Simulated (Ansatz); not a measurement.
Values for one crystal, relaxed and computed with DFT-LDA in the program Ansatz with PAW potentials; other levels are named.

| Property | Result |
|---|---|
| Volume per atom | 15.30 Å³ |
| Band gap | 6.48 eV (indirect) |
| Poisson's ratio | 0.23 |
| Zero-point energy | 39.2 meV/atom |
| Electron effective mass | 0.32, 0.32, 1.1 mₑ (principal values) |
| Elastic constants (relaxed ions, GPa) | C11 = 76.2, C12 = 23.2, C44 = 28.2 |
| Vibrational entropy at 300 K | 27.6 J/(K·mol of atoms) |

Q: Which compound is it?
(A) CeO2, fluorite
(B) SrO, rock salt
(C) LiCl, rock salt
(D) CdCl2, R-3m (Cd on 3a, Cl on 6c)

A: C, LiCl, rock salt

Space group Fm-3m (rock salt). Symmetry was held in the LDA relaxation; phonons on a q-mesh show no instability.

Potentials: the later of the program's two PAW sets.
